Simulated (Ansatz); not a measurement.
Consider the following.

Cr2Rh2C:
```yaml
crystal:
  lattice:
    - [1.36320, 0.78704, 8.66789]
    - [-1.36320, 0.78704, 8.66789]
    - [0.00000, -1.57408, 8.66789]
  atoms:
    - { symbol: Cr, position: [0.62269, 0.62269, 0.62269] }
    - { symbol: Cr, position: [0.37731, 0.37731, 0.37731] }
    - { symbol: Rh, position: [0.12205, 0.12205, 0.12205] }
    - { symbol: Rh, position: [0.87795, 0.87795, 0.87795] }
    - { symbol: C, position: [0.00000, 0.00000, 0.00000] }
```

This is the r²SCAN-relaxed structure.

Q: All from plane-wave PAW r²SCAN (Ansatz code), unless another level is named. Give the electronic character.

A: metallic (no gap).

Q: And the formation energy from the elements (no fitted shifts)?

A: -0.015 eV/atom.

Q: Give the density of states at the Fermi level.

A: 0.81 states/eV per atom (mean over ±0.08 eV).

Space group R-3m. The workflow started from a Materials Project entry (that database holds measured and hypothetical structures alike); the Crystallography Open Database copy checked does not list it. Its standing as an ambient phase is unchecked. The r²SCAN relaxation kept the symmetry of its start; its stability against distortions is not shown here. The run is not spin-polarised. The references are the lowest solids computed at this level, not always the standard phases. Scalar-relativistic: spin–orbit coupling is off unless named, which matters more the heavier the elements.

Potentials: the later of the program's two PAW sets.
